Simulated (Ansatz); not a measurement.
## Two-dimensional strain map in InO

These are results of Ansatz, DFT LDA, scalar-relativistic, plane waves, PAW, not measurements. Settings: plane waves to 420 eV, k-mesh 12×12×2 (Γ-centred), Gaussian smearing 0.03 eV. No spin polarisation. Energies are free energies at this smearing, counted from the undisturbed cell; pressure is positive in compression.

The undisturbed cell (as given, not relaxed at this level; it stands at -3.1 GPa, and it needn't be the usual structure):

```
CELL_PARAMETERS angstrom
3.45361 0.00000 0.00000
-1.72681 2.99092 0.00000
0.00000 0.00000 15.87710
ATOMIC_POSITIONS crystal
In 0.66667 0.33333 0.59002
In 0.66667 0.33333 0.40998
O 0.00000 0.00000 0.63987
O 0.00000 0.00000 0.36013
```

The cell holds layers and no dispersion correction was added, so their binding is poorly described.

The cell is strained by p along both x and y and by q along z, fractional coordinates fixed. Points are written (p, q).

Energy above the undisturbed cell in meV/atom (a dash: not computed):

```csv
p \ q,-0.050,-0.025,0.000,0.025,0.050
-0.050,?,-4.4,-5.7,0.4,12.6
-0.025,-27.1,?,-26.6,-14.9,2.6
0.000,-9.8,-9.0,0.0,15.7,37.0
0.025,46.7,51.0,63.3,82.0,?
0.050,133.0,140.0,154.6,?,200.9
```

Problem. Fill in the withheld energies.

Solution. (-0.050, -0.050): 5.9; (-0.025, -0.025): -31.1; (0.025, 0.050): 105.9; (0.050, 0.025): 175.2.

Cost: 25 runs of about 5.4 core-minutes in all, on Intel Xeon Processor @ 2.70GHz (shared hosts).